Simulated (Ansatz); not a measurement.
TePb (rock salt, Fm-3m) under volume change, plane-wave PAW r²SCAN (Ansatz code), scaled uniformly.

```csv
V (Å³/atom),E − E(relaxed) (meV/atom),P (GPa)
31.739,44.1,4.90
32.785,18.5,2.99
33.832,4.4,1.37
34.878,0.0,0.00
35.924,3.9,-1.17
36.971,14.8,-2.16
38.017,31.7,-2.99
```

**Question.** What does a third-order Birch–Murnaghan fit give for V₀, B₀ and B′?

**Answer.** V₀ = 34.88 Å³/atom, B₀ = 42.1 GPa, B′ = 4.5.

The cell was relaxed with r²SCAN under the symmetry of its start; of distortions, only those at the zone centre were tested. Scalar-relativistic: spin–orbit coupling is off unless named, which matters more the heavier the elements.

Potentials: the later of the program's two PAW sets.
